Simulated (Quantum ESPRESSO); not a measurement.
pw.x input (Quantum ESPRESSO 7.5; PBEsol, PseudoDojo standard norm-conserving files, scalar-relativistic):

```
&CONTROL
  calculation = 'scf'
  pseudo_dir = './pseudo'
  outdir = './out'
  tprnfor = .true.
  tstress = .true.
/
&SYSTEM
  ibrav = 0
  nat = 2
  ntyp = 1
  ecutwfc = 82.0
  ecutrho = 328.0
  occupations = 'smearing'
  smearing = 'fd'
  degauss = 0.002
  nbnd = 8
  assume_isolated = '2D'
/
&ELECTRONS
  conv_thr = 2e-10
/
ATOMIC_SPECIES
C 12.0110 C.upf
CELL_PARAMETERS angstrom
  2.461744234319   0.000000000000   0.000000000000
 -1.230872117159   2.131933044540   0.000000000000
  0.000000000000   0.000000000000  13.000000000000
ATOMIC_POSITIONS crystal
C   0.000000000000   0.000000000000   0.000000000000
C   0.333333333333   0.666666666667   0.000000000000
K_POINTS automatic
12 12 1 0 0 0
```

End of the output:

```
     total energy              =     -24.01870439 Ry
     estimated scf accuracy    <       0.00000320 Ry
     total energy              =     -24.01870594 Ry
     estimated scf accuracy    <       0.00000009 Ry
     total energy              =     -24.01870598 Ry
     estimated scf accuracy    <          1.2E-09 Ry
[...]
     the Fermi energy is    -4.3111 ev
!    total energy              =     -24.01870598 Ry
     estimated scf accuracy    <          6.8E-11 Ry
     smearing contrib. (-TS)   =      -0.00007702 Ry
     internal energy E=F+TS    =     -24.01862897 Ry
     The total energy is F=E-TS. E is the sum of the following terms:
     one-electron contribution =    -216.83177646 Ry
     hartree contribution      =     109.13878064 Ry
     xc contribution           =      -8.50755933 Ry
     ewald contribution        =      92.18192618 Ry
     convergence has been achieved in   7 iterations
     Forces acting on atoms (cartesian axes, Ry/au):
     atom    1 type  1   force =     0.00000000    0.00000000    0.00000000
     atom    2 type  1   force =     0.00000000    0.00000000    0.00000000
     Total force =     0.000000     Total SCF correction =     0.000000
```

Geometry relaxed with PBEsol.
